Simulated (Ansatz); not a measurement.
GaN (zinc blende, F-43m), r²SCAN in the plane-wave PAW code Ansatz. The conduction-band minimum lies at Γ, with 1 equivalent valley. Second derivatives d²E/dk² of the lowest band at one valley (eV·Å²), along Cartesian directions:

| direction | d²E/dk² |
|---|---|
| [100] | 44.47 |
| [010] | 44.47 |
| [001] | 44.47 |
| [110] | 44.46 |
| [101] | 44.46 |
| [011] | 44.46 |

Question: Find the principal effective masses, the density-of-states mass and the conductivity mass.

Answer: Off-diagonal terms follow from H_xy = H[110] − (H_xx + H_yy)/2, and m*/mₑ = 7.620 eV·Å² over each eigenvalue: 0.17, 0.17, 0.17. One valley's DOS mass (m₁m₂m₃)^(1/3) = 0.17, conductivity mass 3/(Σ 1/mᵢ) = 0.17 mₑ.

Question: What effective density of states Nc follows at 300 K for parabolic valleys?

Answer: Nc = 2.509e19 × 1 × (0.17)^(3/2) ≈ 1.8e18 cm⁻³.

Question: With the computed static dielectric constant 9.95 (mean of the diagonal), estimate a hydrogenic donor's binding energy and radius.

Answer: E = 13.606 eV × 0.17/9.95² ≈ 23 meV; a = 0.529 Å × ε/m* ≈ 31 Å. Semilocal masses tend to be too small where the gap is.

Question: With ε∞ = 5.50 and ω_LO = 733 cm⁻¹, what Fröhlich coupling constant follows?

Answer: α = (1/ε∞ − 1/ε0) √(m* × 13.606 eV/ħω_LO) = 0.41.

Symmetry was held in the r²SCAN relaxation; phonons on a q-mesh show no instability. Spin–orbit coupling is left out wherever it is not named.

Potentials: the earlier of the program's two PAW sets.
